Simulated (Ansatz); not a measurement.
Compressing CaNi₂: a fit and a missing row

CaNi₂, Fd-3m, a = 7.066 Å. The structure is a Materials Project entry; whether it is the stable form wasn't checked. Ansatz: PBEsol, PAW, 420 eV, Γ-centred 10×10×10 mesh on 6 atoms, Gaussian smearing 0.10 eV; no spin polarisation. Symmetry fixes shape and atoms, so the cell is only scaled; pressure is positive in compression.

```
V (Å³/atom) P (GPa)
     12.935    17.82
     13.376    12.23
     13.817     7.48
     14.258        ?
     14.699     0.02
     15.140    -2.90
     15.581    -5.38
     16.169    -8.11
```

Take V0 = 14.699 Å³/atom, count pressures from its P0 = 0.02 GPa, fit the third-order Birch–Murnaghan form to the other rows, and predict the missing pressure.

With the Eulerian strain f = ½[(V0/V)^(2/3) − 1] and y = (P − P0)/[3f(1 + 2f)^(5/2)], the form is the line y = B0 + 1.5 B0 (B0′ − 4) f. Rows (f, y): 0.04448, 107.8; 0.03245, 107.2; 0.02106, 106.5; -0.00976, 104.8; -0.01905, 104.1; -0.03078, 103.2. Means f = 0.006400, y = 105.60; Σ(Δf)² = 0.004635, ΣΔfΔy = 0.2790; the slope is their ratio. y = 105.2 + 60.19 f GPa, so B0 = 105.2 GPa and B0′ = 4 + 2 × (60.19)/(3 × 105.2) = 4.38. At V = 14.258, f = 0.01026, y = 105.82 and P = 3.45 GPa. The run gave 3.45 GPa, the same to the digits shown.

Spin polarisation was left out, and a magnetic state may lie lower.